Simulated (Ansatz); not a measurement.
The elements of this relaxed trial crystal are hidden behind letters.

```
lattice vectors (Å)
   3.4740    2.0057    2.7375
  -3.4740    2.0057    2.7375
   0.0000   -4.0114    2.7375
fractional positions
X 0.1518 0.6320 0.3426
X 0.3426 0.1518 0.6320
X 0.6320 0.3426 0.1518
Z 0.8346 0.3705 0.6702
Z 0.1386 0.1386 0.1386
Z 0.6702 0.8346 0.3705
Z 0.3705 0.6702 0.8346
Q 0.8596 0.8596 0.8596
```

Theory: DFT PBE, scalar-relativistic, plane waves, PAW in Ansatz. The final run on the 8-atom cell used 420 eV, a Γ-centred 12×12×12 mesh, 0.10 eV smearing and no spin polarisation.

| Quantity | Value |
| --- | --- |
| Space group | R3 (No. 146) |
| Conventional cell | a = 6.948 Å, c = 8.213 Å |
| Volume per atom | 14.31 Å³ |
| Density | 4.57 g/cm³ |
| Energy over the elements | −0.49 eV/atom |
| Gap on the 12×12×12 mesh of the 8-atom cell | 0 eV (a metal) |

Energies are uncorrected and count from the elements' standard states at the same level.

Question: X is a d-block element of period 4, Z is a p-block element of period 3 and Q is a d-block element of period 4. Which elements are they?

Answer: X = Ti, Z = Si, Q = Ni, so the formula is Ti3Si4Ni. Density times volume gives a mean mass of 4.57 × 14.31/1.6605 = 39.4 u per atom, and this set has 39.3 u. Ti has 7 Si at 2.56–2.72 Å, 4 Ti at 2.91–2.98 Å and 2 Ni at 2.96–3.11 Å; Si on a site of symmetry 1 has 2 Ni at 2.53–2.67 Å, 5 Ti at 2.56–2.72 Å and 6 Si at 2.83–3.20 Å; around Ni lie 1 Si at 2.29 Å, 3 Si at 2.53 Å, 3 Si at 2.67 Å and 6 Ti at 2.96–3.11 Å; 1 more site not described. Other sets within the hints have nearly the same mass, so mass alone doesn't settle it; this one was computed.

Trial moments died out on the coarse mesh, so the last step has no spin; another magnetic start might hold. Symmetry constrained the relaxation, so the result can be a saddle point. Another cell of Ti3Si4Ni relaxed alike, in P1, lies 64 meV/atom lower, so this cell isn't the stable form at this level.
